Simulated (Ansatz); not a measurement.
This run works on a generated trial structure, not on a known crystal.

Input and command of a plane-wave DFT calculation in Ansatz:

```yaml
crystal:
  lattice:
    - [4.23428331, -6.0004221, 0.0]
    - [4.23428331, 6.0004221, 0.0]
    - [0.0, 0.0, 4.26791788]
  atoms:
    - { symbol: Be, position: [0.5, 0.5, 0.0] }
    - { symbol: Cd, position: [0.0, 0.5, 0.5] }
    - { symbol: Cd, position: [0.5, 0.0, 0.5] }
    - { symbol: Cd, position: [0.0, 0.0, 0.0] }
    - { symbol: Te, position: [0.244426, 0.755574, 0.0] }
    - { symbol: Te, position: [0.75990802, 0.75990802, 0.5] }
    - { symbol: Te, position: [0.24009198, 0.24009198, 0.5] }
    - { symbol: Te, position: [0.755574, 0.244426, 0.0] }
basis:
  ecutwfc: 420
kpoints:
  mp_grid: { grid: [3, 3, 4] }
hamiltonian:
  xc: pbe
scf:
  occupations: { method: gaussian, width: 0.2 }
  lower_state_search: "off"
output:
  forces: true
  stress: true
  eigenvalues: true
relax:
  adjacent_minimum: "off"
  f_tol: 0.08
  max_steps: 16
  cell: { stress_tol: 0.8 }
```

```bash
ansatz run input.yaml --threads 1 --pin off --max-ram 2560MiB --backend cpu --events-out ev --progress --plain --runs-dir out
```

Processor: Intel(R) Xeon(R) Platinum 8259CL CPU @ 2.50GHz (Skylake/Cascade Lake), 1 thread, on a host shared with other jobs.

Task: How long does it run, and how much memory does it take?

Result: About 81 s, peak memory 0.6 GiB. It solves 76 bands at 12 k points (after reduction by symmetry) with about 4141 plane waves (on the last cell), in 29 SCF iterations over 5 ionic steps.
